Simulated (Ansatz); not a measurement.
Bi2KTe3:
```cif
data_Bi2KTe3
_chemical_formula_sum 'Te3 Bi2 K1'
_space_group_name_H-M_alt 'P-3m1'
_space_group_IT_number 164
_space_group_name_Hall '-P 3 2"'
_cell_length_a 4.70047
_cell_length_b 4.70047
_cell_length_c 11.06836
_cell_angle_alpha 90.000
_cell_angle_beta 90.000
_cell_angle_gamma 120.000
loop_
_atom_site_label
_atom_site_type_symbol
_atom_site_symmetry_multiplicity
_atom_site_Wyckoff_symbol
_atom_site_fract_x
_atom_site_fract_y
_atom_site_fract_z
_atom_site_occupancy
Te1 Te 2 d 0.66667 0.33333 0.29894 1
Bi1 Bi 2 d 0.33333 0.66667 0.15721 1
Te2 Te 1 a 0.00000 0.00000 0.00000 1
K1 K 1 b 0.00000 0.00000 0.50000 1
```

Relaxed with PBE+D3(BJ).

**Question.** Decompose the optical modes at the zone centre into irreducible representations, and say which are infrared and Raman allowed.

**Answer.** Point group -3m: Γ_opt = 2A1g + 3A2u + 2Eg + 3Eu. Infrared: A2u, Eu. Raman: A1g, Eg.

**Question.** Assign frequencies (DFPT, DFT-PBE+D3(BJ) in the program Ansatz with PAW potentials).

**Answer.** Eg 48, A1g 58, Eu 67, Eg 69, A2u 93, Eu 95, A2u 103, Eu 105, A1g 113, A2u 127 cm⁻¹.

The cell is a constructed one: a structure type filled with these elements; neither database checked (COD, Materials Project) lists it. Whether it is the stable phase at ambient conditions was not checked. The cell was relaxed with PBE+D3(BJ) under the symmetry of its start; of distortions, only those at the zone centre were tested. With an odd number of electrons in the cell and no spin polarisation, the count alone makes it a metal. As this level gives no gap, phonon frequencies hold no LO–TO term and depend on the k-mesh and smearing (Fermi–Dirac, 0.1 eV here). Spin–orbit coupling is left out wherever it is not named.

Potentials: the later of the program's two PAW sets.
